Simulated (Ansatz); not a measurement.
SiW₃:
```
SiW3
1.0
    0.00000     3.09342     3.09342
    3.09342     0.00000     3.09342
    3.09342     3.09342     0.00000
Si W
1 3
Cartesian
  0.00000   0.00000   0.00000
  3.09342   3.09342   3.09342
  1.54671   1.54671   1.54671
  4.64013   4.64013   4.64013
```

Relaxed with PBEsol. Special points in fractions of this cell's reciprocal vectors: Γ (0.000, 0.000, 0.000); X (0.500, 0.000, 0.500); U (0.625, 0.250, 0.625); K (0.375, 0.375, 0.750); L (0.500, 0.500, 0.500); W (0.500, 0.250, 0.750).

Q: List the band energies nearest the Fermi level at these points for PBEsol with spin–orbit coupling (plane waves, PAW; program Ansatz).

A: In eV from the Fermi level; about four levels below and three above (degenerate sets whole), none deeper than 8.9 eV; points with the same levels are listed once.

```
k                    below                          above
-  -----------------------  -----------------------------
Γ  -2.14 -2.14 -2.14 -2.14  0.06 0.06 1.70 1.70 1.70 1.70
X  -1.20 -1.20 -0.05 -0.05            0.33 0.33 1.14 1.14
U  -0.85 -0.85 -0.59 -0.59            0.00 0.00 0.69 0.69
L  -0.74 -0.74 -0.59 -0.59            1.80 1.80 2.19 2.19
W  -1.46 -1.46 -0.66 -0.66            0.33 0.33 1.16 1.16
```

Space group Fm-3m. The cell is a constructed one: a structure type filled with these elements; neither database checked (COD, Materials Project) lists it. Whether it is the stable phase at ambient conditions was not checked. The PBEsol relaxation kept the symmetry of its start; its stability against distortions is not shown here. No spin polarisation was allowed.

Potentials: the earlier of the program's two PAW sets. The files were generated under PBE; for other functionals the program regenerates the frozen cores, and for LDA and PBEsol the local potential too.
